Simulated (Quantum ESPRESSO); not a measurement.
## Strain and stress in Al2HfIn3Pt2

Calculated results; nothing here was measured. They come from Quantum ESPRESSO 7.5, a public plane-wave density functional program. Each row is one single-point run on a made-up periodic cell of eight metal atoms, with elements, volume, strain and displacements drawn at random and not relaxed, so a cell may be unstable or far from any real phase. There is no spin polarisation or spin-orbit coupling.

Settings: PBE unless stated; PseudoDojo standard norm-conserving files; Fermi-Dirac width 0.25 eV, which means electrons at about 2900 K; cutoff 1143 eV; 5 x 4 x 4 k mesh shifted half a step off Gamma. E is the free energy of the whole cell (internal energy minus TS), so a -TS column is already part of it. Stress is positive in tension, and the pressure P is minus a third of its trace.

Checks: one run of this series was repeated at a higher cutoff and on a denser mesh, which moved values by no more than 0.003 eV, 0.06 GPa and 0.011 eV/Å, and a second program with other atomic files agreed on it to 2 % rms in force and 0.5 GPa in pressure. Known limits: heavy elements are run without spin-orbit coupling, which real alloys of them have; a spin test at this wide smearing found no moment, but such smearing suppresses magnetism that the real alloy may have.

The lattice is hexagonal close-packed, and the cell vectors in Å are (-0.003, -0.028, -4.976); (-0.011, 5.469, 0.030); (6.259, -0.012, 0.004), a volume of 170.33 Å³ in run 2. The elements on sites 1 to 8 are Al In In Hf Al Pt Pt In. Each run adds a shear e (the xy component of the symmetric strain tensor) to one drawn cell, with the atoms carried along. E is counted from run 2.

| run | e (%) | s_xx (GPa) | s_yy (GPa) | s_zz (GPa) | s_xy (GPa) | P (GPa) | E (meV) |
|---|---|---|---|---|---|---|---|
| 1 | -1.92 | 8.54 | 7.12 | 8.46 | -1.22 | -8.04 | 38.5 |
| 2 | -0.16 | 8.66 | 7.06 | 8.87 | -0.98 | -8.20 | 0.0 |
| 3 | 0.37 | ? | ? | ? | ? | ? | ? |
| 4 | 0.67 | 8.67 | 6.95 | 9.06 | -0.83 | -8.23 | -16.4 |
| 5 | 1.22 | 8.67 | 6.84 | 9.18 | -0.71 | -8.23 | -26.1 |
| 6 | 1.43 | 8.66 | 6.79 | 9.23 | -0.66 | -8.23 | -29.7 |
| 7 | 1.90 | 8.64 | 6.67 | 9.34 | -0.54 | -8.21 | -36.9 |

## Worked fit

A parabola through the runs shown gives s_xy = -0.96 + 0.178 e + 0.021 e² GPa with e in per cent, an error of 0.001 on the linear term and a scatter of 0.00 GPa. The atoms are clamped and the cell is already under stress, so the slope belongs to this path and is not an elastic constant of a real alloy.

## Withheld run

Question: what s_xy should run 3 give?

The fit gives -0.89 ± 0.01 GPa. The calculation gave -0.89 GPa.
